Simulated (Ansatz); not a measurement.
Relaxed SiC (wurtzite):

```
SiC
1.0
    6.15095     0.00000     0.00000
   -1.53774     2.66344     0.00000
    0.00000     0.00000     5.04859
Si C
4 4
Direct
  0.33333   0.33333   0.00050
  0.83333   0.33333   0.00050
  0.16667   0.66667   0.50050
  0.66667   0.66667   0.50050
  0.33333   0.33333   0.62470
  0.83333   0.33333   0.62470
  0.16667   0.66667   0.12470
  0.66667   0.66667   0.12470
```

The atoms are displaced by Q × the pattern below (from a DFPT mode at M = (0.5, 0.0, 0.0), largest move 1; Q in Å), at fixed cell. (q is in reciprocal vectors of the primitive cell; the cell shown is doubled to hold the pattern.)

| atom | x | y | z |
|---|---|---|---|
| Si1 | 0.033 | 0.019 | -0.999 |
| Si2 | -0.033 | -0.019 | 0.999 |
| Si3 | -0.033 | -0.019 | -0.999 |
| Si4 | 0.033 | 0.019 | 0.999 |
| C5 | -0.151 | -0.087 | -0.644 |
| C6 | 0.151 | 0.087 | 0.644 |
| C7 | 0.151 | 0.087 | -0.644 |
| C8 | -0.151 | -0.087 | 0.644 |

Level of theory: r2SCAN (plane waves to 500 eV, PAW, scalar-relativistic; Ansatz, an electronic-structure program). k mesh 6×12×7 (Γ-centred), Fermi-Dirac smearing 0.05 eV. The energy includes the smearing's −TS. SiC was relaxed with its symmetry unable to fall. The PAW data are Ansatz's earlier set. ΔE is measured from the undisplaced structure.

```tsv
Q (Å)	ΔE (meV/cell)
-0.180	withheld
-0.150	680
-0.120	436
-0.090	246
-0.060	110
-0.030	27
0.000	0
0.030	27
0.060	110
0.090	246
0.120	436
0.150	680
0.180	withheld
```

**Question.** Fit an even polynomial form (powers 2, 4) to the given rows and predict ΔE at Q = -0.180.

**Answer.** Least squares on the 11 given rows: ΔE = (30440)·Q² + (-10070)·Q⁴, in meV/cell with Q in Å; root-mean-square residual 0.3 meV/cell. At -0.180 the fit gives 976 meV/cell; the calculation gives 976 meV/cell, the same to the digits shown. The quadratic term alone would give 986 meV/cell.

(A displaced cell: forces are minus the slopes of the energy, force constants its curvatures, and phonons follow from these.)
